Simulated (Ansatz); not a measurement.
YNi₂P₂:
```
YNi2P2
1.0
   -1.91410     1.91410     4.65265
    1.91410    -1.91410     4.65265
    1.91410     1.91410    -4.65265
P Ni Y
2 2 1
Direct
  0.37637   0.37637   0.00000
  0.62363   0.62363   0.00000
  0.75000   0.25000   0.50000
  0.25000   0.75000   0.50000
  0.00000   0.00000   0.00000
```

Relaxed with PBEsol. Special points in fractions of this cell's reciprocal vectors: Γ (0.000, 0.000, 0.000); X (0.000, 0.000, 0.500); P (0.250, 0.250, 0.250); N (0.000, 0.500, 0.000); M (0.500, 0.500, -0.500); S (0.292, 0.708, -0.292); S0 (-0.292, 0.292, 0.292); R (-0.085, 0.085, 0.500); G (0.500, 0.500, -0.085).

**Question.** List the band energies nearest the Fermi level at these points for plane-wave PAW PBEsol (Ansatz code).

**Answer.** In eV from the Fermi level; about four levels below and three above (degenerate sets whole), none deeper than 8.9 eV; points with the same levels are listed once.

```
k                          below                above
-  -----------------------------  -------------------
Γ  -1.87 -1.87 -1.79 -1.33 -0.99       0.18 0.18 2.50
X        -2.07 -2.03 -0.87 -0.73       0.96 3.47 3.60
P        -2.05 -2.05 -0.78 -0.78  0.65 4.11 4.45 4.45
N  -2.60 -2.60 -2.38 -2.04 -1.17       0.06 0.48 1.07
M        -1.55 -1.55 -1.43 -0.99  0.05 1.51 1.93 1.93
S        -2.40 -1.16 -1.09 -0.88       1.23 1.41 2.25
R        -2.01 -1.68 -0.87 -0.68       1.01 3.26 3.32
```

Space group I4/mmm. The workflow started from an entry of the Crystallography Open Database (COD). Whether it is the stable phase at ambient conditions was not checked. Symmetry was held in the PBEsol relaxation; its stability against distortions is not shown here. The workflow began spin-polarised and lost its moments. Spin–orbit coupling is left out wherever it is not named.

Potentials: the later of the program's two PAW sets.
